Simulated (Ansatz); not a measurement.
The following input was run with Ansatz 0.2.0.

```yaml
crystal:
  lattice:
    - [3.1065474069, 0.0, 0.0]
    - [0.0, 3.1065474069, 0.0]
    - [0.0, 0.0, 3.1065474069]
  atoms:
    - { symbol: Ti, position: [0.5, 0.5, 0.5] }
    - { symbol: Al, position: [0.0, 0.0, 0.0] }
basis:
  ecutwfc: 500
kpoints:
  mp_grid: { grid: [14, 14, 14] }
hamiltonian:
  xc: r2scan
scf:
  occupations: { method: gaussian, width: 0.1 }
output:
  forces: true
  stress: true
  eigenvalues: true
```

Command:
```bash
ansatz run input.yaml --threads 1 --pin off --max-ram 2560MiB --backend cpu --events-out ev --progress --plain --runs-dir out
```

The calculation used DFT r2SCAN, scalar-relativistic, plane waves, PAW (Ansatz).

Part of what the program printed, abridged:

```
Pseudopotentials: kind: paw
Pseudopotential: Ti, paw, valence charge 12, recommended cutoff 500 eV (meta_gga)
Pseudopotential: Al, paw, valence charge 3, recommended cutoff 500 eV (meta_gga)
Functional definition: r2SCAN
Crystal: 2 atoms, lattice volume = 29.980 Å³
Basis set: ecut = 500 eV, 751 PW (Γ), exchange–correlation on 96×96×96 points (64 copies of the dense FFT grid, shifted against one another)
Bands: 12, of which v1, the nominal top of the filled ones, is band 8 counted from 1 (7 counted from 0)
Symmetry: 48 space group operations
Space group: Pm-3m (ITA 221), of the structure as read, at distance tolerance 3.1e-5 Å
k-points: 120 of 2744
Initial density: superposition of atomic densities (neutral atoms: chi_scale 0, normalization atom), corrected by the library's trained network
Initial wavefunctions: pseudopotential atomic-orbital guess
Functional: x = r2scan, c = r2scan; τ floored in thin density (d = 2e-4 eV/Å³)
SCF iter   1: F=—  HF=-3045.322902 eV  |F-HF|=—  |Δ(HF+E_count)|=         —  Δρ=8.53e-3  dr2=1.06e-2  dr2_τ=2.21e-2  ethr=1.77e-3  ⟨swp⟩=5.0  Hψ=7385  notcnv=0
SCF iter   2: F=—  HF=-3045.363651 eV  |F-HF|=—  |Δ(HF+E_count)|=   4.07e-2  Δρ=5.22e-3  dr2=4.98e-3  dr2_τ=2.35e-4  ethr=7.09e-5  ⟨swp⟩=2.0  Hψ=3691  notcnv=0  defer=29
SCF iter   3: F=—  HF=-3045.364668 eV  |F-HF|=—  |Δ(HF+E_count)|=   1.02e-3  Δρ=3.26e-3  dr2=3.81e-3  dr2_τ=1.53e-4  ethr=3.32e-5  ⟨swp⟩=2.0  Hψ=1914  notcnv=0  defer=29
SCF iter   4: F=—  HF=-3045.363806 eV  |F-HF|=—  |Δ(HF+E_count)|=   8.62e-4  Δρ=5.24e-4  dr2=7.07e-5  dr2_τ=1.33e-5  ethr=2.54e-5  ⟨swp⟩=2.8  Hψ=2651  notcnv=0  defer=29
SCF iter   5: F=—  HF=-3045.363804 eV  |F-HF|=—  |Δ(HF+E_count)|=   1.36e-6  Δρ=1.69e-4  dr2=4.07e-6  dr2_τ=1.75e-7  ethr=4.71e-7  ⟨swp⟩=2.9  Hψ=2206  notcnv=0  defer=29
SCF iter   6: F=-3045.363807 eV  HF=-3045.363807 eV  |F-HF|=7.21e-9  |Δ(HF+E_count)|=   2.51e-6  Δρ=1.31e-5  dr2=3.14e-8  dr2_τ=1.07e-9  ethr=6.67e-10  ⟨swp⟩=3.8  Hψ=5971  notcnv=0
SCF 1 converged in 6 iterations: F = -3045.363807 eV  dr2 = 3.14e-8
SCF converged after 6 iterations
Free energy (F): -3045.363807 eV
Harris-Foulkes:  -3045.363807 eV  (|F-HF|=7.21e-9)
Internal energy: -3045.354698 eV  (E = F + TS)
E sigma→0 (E₀):  -3045.359253 eV
Entropy (-TS):   -0.009109 eV (-4.554 meV/atom)
Fermi energy:    12.466392 eV
--- Per-component energies (eV) ---
  E_band       = -161.837240
  E_kinetic    = 299.907535
  E_local      = -982.925436  (includes V_loc(G=0)·N_el)
  E_nonlocal   = 18.355160
  E_hartree    = 421.852508
  E_xc         = -131.335734
  E_vxc        = -166.217449  (∫ρ·V_xc dr)
  E_paw        = -1530.979187  (= ΣΔE_a)
  E_vpaw       = -185.042423  (= ΣTr[D̂ρ^β])
  E_aug_tail   = 0.000096  (compensation charges beyond the density's cutoff)
  E_vtau       = 10.381036  (kinetic-family band-sum trace: ∫τ·v_τ [+ j·A + Jᵃ·Aᵃ] dr)
  E_ewald      = -1139.916074
  E_core_change = -0.313565  (= ΣΔE_core)
  E_smearing   = -0.009109  (= −TS)
--- Forces (eV/Å), atoms counted from 1 ---
  atom   1  Ti     0.00000000     0.00000000     0.00000000
  atom   2  Al     0.00000000     0.00000000     0.00000000
--- Stress (GPa, compression-positive) ---
        8.391724       0.000000       0.000000
        0.000000       8.391724       0.000000
        0.000000       0.000000       8.391724
  P = ⅓ Tr σ = 8.3917 GPa (83.917 kbar)
--- Band table (eV; the first three rows and the last of 120) ---
  k-point 0: bands = ["-46.6932", "-21.8311", "-21.8311", "-21.8311", "2.2572", "10.6487", "10.6487", "14.6655", "14.6655", "14.6655", "17.4414", "17.4414"]
  k-point 1: bands = ["-46.6921", "-21.8430", "-21.8300", "-21.8300", "2.3484", "10.6068", "10.6918", "14.4959", "14.4959", "14.6770", "17.0656", "17.6735"]
  k-point 2: bands = ["-46.6891", "-21.8763", "-21.8272", "-21.8272", "2.6191", "10.4332", "10.8165", "14.1113", "14.1113", "14.7092", "16.3407", "18.2487"]
  k-point 119: bands = ["-46.6300", "-22.0030", "-22.0030", "-22.0030", "8.9566", "8.9566", "8.9566", "13.8193", "15.5438", "15.5438", "15.5438", "15.6212"]
```

The run converged.

The run took 6.1 s on 1 thread of Intel(R) Xeon(R) Platinum 8175M CPU @ 2.50GHz (Skylake/Cascade Lake) (shared host), peak memory 0.47 GiB.